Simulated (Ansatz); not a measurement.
Values for one crystal, relaxed and computed with DFT-r²SCAN in the program Ansatz with PAW potentials; other levels are named.

| Quantity | Result |
|---|---|
| Volume per atom | 19.69 Å³ |
| Electronic character | metallic (no gap) |
| Formation energy from the elements (no fitted shifts) | -74 kJ/mol of atoms |
| Density of states at the Fermi level | 0.37 states/eV per atom (mean over ±0.08 eV) |

Q: Pick the material that matches.
(A) AlGaNi6, P4/mmm (Pearson symbol tP8)
(B) GaCo, CsCl type
(C) La3In, Cu3Au type
(D) LaGa3Pd, I-4m2 (La on 2a, Ga on 4e, Ga on 2c, Pd on 2d)

A: D, LaGa3Pd, I-4m2 (La on 2a, Ga on 4e, Ga on 2c, Pd on 2d)

The first step of the workflow began from a Materials Project structure, measured or hypothetical; the Crystallography Open Database copy checked does not list it. With Ga and Pd taken as one species the cell has the higher symmetry I4/mmm, so it may be an ordered model of a mixed-site phase. Its standing as an ambient phase is unchecked. The cell was relaxed with r²SCAN under the symmetry of its start; whether a distortion lowers the energy is not shown. No spin polarisation was allowed. The references are the lowest solids computed at this level, not always the standard phases. Spin–orbit coupling is left out wherever it is not named.

Potentials: the earlier of the program's two PAW sets.
